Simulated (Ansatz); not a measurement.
AlIr (rock salt, Fm-3m) under volume change, r²SCAN in the plane-wave PAW code Ansatz, scaled uniformly.

| V (Å³/atom) | E − E(relaxed) (meV/atom) | P (GPa) |
|---|---|---|
| 14.288 | 78.5 | 19.37 |
| 14.759 | 32.9 | 11.84 |
| 15.230 | 7.8 | 5.44 |
| 15.701 | 0.0 | 0.00 |
| 16.172 | 7.0 | -4.64 |
| 16.643 | 26.6 | -8.58 |
| 17.114 | 56.8 | -11.92 |

What does a third-order Birch–Murnaghan fit give for V₀, B₀ and B′?

V₀ = 15.70 Å³/atom, B₀ = 167 GPa, B′ = 4.4.

The start of the workflow was typed in or built on a structure type; neither database checked (COD, Materials Project) lists it. Its standing as an ambient phase is unchecked. The cell was relaxed with r²SCAN under the symmetry of its start. At this level the phase is mechanically unstable. No spin polarisation was allowed. Scalar-relativistic: spin–orbit coupling is off unless named, which matters more the heavier the elements.

Potentials: the later of the program's two PAW sets.
